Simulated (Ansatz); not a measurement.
Total density of states per atom from DFT-LDA in the program Ansatz with PAW potentials, in 0.25 eV bins, energy from the Fermi level:

```tsv
E (eV)	states/eV/atom
-7.85	0.33
-7.60	0.70
-7.35	1.10
-7.10	1.31
-6.85	1.87
-6.60	0.98
-6.35	0.69
-6.10	0.55
-5.85	0.45
-5.60	0.35
-5.35	0.28
-5.10	0.23
-4.85	0.13
-4.60	0.08
-4.35	0.08
-4.10	0.09
-3.85	0.09
-3.60	0.11
-3.35	0.13
-3.10	0.15
-2.85	0.17
-2.60	0.19
-2.35	0.22
-2.10	0.25
-1.85	0.26
-1.60	0.28
-1.35	0.30
-1.10	0.31
-0.85	0.33
-0.60	0.35
-0.35	0.38
-0.10	0.36
0.15	0.39
0.40	0.44
0.65	0.46
0.90	0.49
1.15	0.57
1.40	0.62
1.65	0.73
1.90	0.95
2.15	1.08
2.40	0.84
2.65	0.76
2.90	0.72
3.15	0.75
3.40	0.77
3.65	0.75
3.90	0.39
4.15	0.42
4.40	0.48
4.65	0.51
```

Question: Which of these materials gives this?
(A) BP, zinc blende
(B) TaN, rock salt
(C) Cr, bcc (W type)
(D) TiAl, L1₀ or tetragonal B2

Answer: B, TaN, rock salt. Within 0.5 eV of the Fermi level: Ta 5d 78 %, N 2p 16 %. Projections are on Löwdin-orthogonalised atomic valence shells; empty p or d shells of many metals are not among them.

Space group Fm-3m (rock salt). The LDA relaxation kept the symmetry of its start; of distortions, only those at the zone centre were tested. The run is not spin-polarised. Scalar-relativistic: spin–orbit coupling is off unless named, which matters more the heavier the elements.

Potentials: the later of the program's two PAW sets.
